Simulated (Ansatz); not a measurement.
Relaxed Rh (fcc, Cu type):

```
CELL_PARAMETERS angstrom
      3.83006     0.00000     0.00000
      0.00000     3.83006     0.00000
      0.00000     0.00000     3.83006
ATOMIC_POSITIONS crystal
  Rh 0.00000 0.00000 0.00000
  Rh 0.50000 0.50000 0.00000
  Rh 0.50000 0.00000 0.50000
  Rh 0.00000 0.50000 0.50000
```

In this cell atom 1 (Rh, nearest neighbour Rh at 2.708 Å; its periodic images, 3.8 Å or more away, move with it) is moved by s along Cartesian x, unit vector (1.000, 0.000, 0.000); all other atoms and the cell stay fixed.

Level of theory: PBE (plane waves to 420 eV, PAW, scalar-relativistic; Ansatz, an electronic-structure program). k mesh 10×10×10 (Γ-centred), Fermi-Dirac smearing 0.05 eV. The energy includes the smearing's −TS. With partly filled bands, energies and forces of such displacements shift with the k mesh and the smearing. Rh is run without spin polarisation. Rh was relaxed with its symmetry unable to fall. ΔE is measured from the undisplaced structure. The last digit holds for this mesh only.

```json
[
 {"s (Å)": "-0.540", "ΔE (meV/cell)": "withheld"},
 {"s (Å)": "-0.432", "ΔE (meV/cell)": "1078.1"},
 {"s (Å)": "-0.324", "ΔE (meV/cell)": "586.5"},
 {"s (Å)": "-0.216", "ΔE (meV/cell)": "254.6"},
 {"s (Å)": "-0.108", "ΔE (meV/cell)": "63.3"},
 {"s (Å)": "0.000", "ΔE (meV/cell)": "0.0"},
 {"s (Å)": "0.108", "ΔE (meV/cell)": "63.3"},
 {"s (Å)": "0.216", "ΔE (meV/cell)": "254.6"},
 {"s (Å)": "0.324", "ΔE (meV/cell)": "586.5"},
 {"s (Å)": "0.432", "ΔE (meV/cell)": "1078.1"},
 {"s (Å)": "0.540", "ΔE (meV/cell)": "withheld"}
]
```

Problem. Fit an even polynomial form (powers 2, 4, 6) to the given rows and predict ΔE at s = -0.540.

Solution. Least squares on the 9 given rows: ΔE = (5368)·s² + (1936)·s⁴ + (1360)·s⁶, in meV/cell with s in Å; root-mean-square residual 0.22 meV/cell. At -0.540 the fit gives 1763.6 meV/cell; the calculation gives 1759.5 meV/cell, so the extrapolation is off by 4.1 (+0.2 %). The quadratic term alone would give 1565.3 meV/cell.

(A displaced cell: forces are minus the slopes of the energy, force constants its curvatures, and phonons follow from these.)
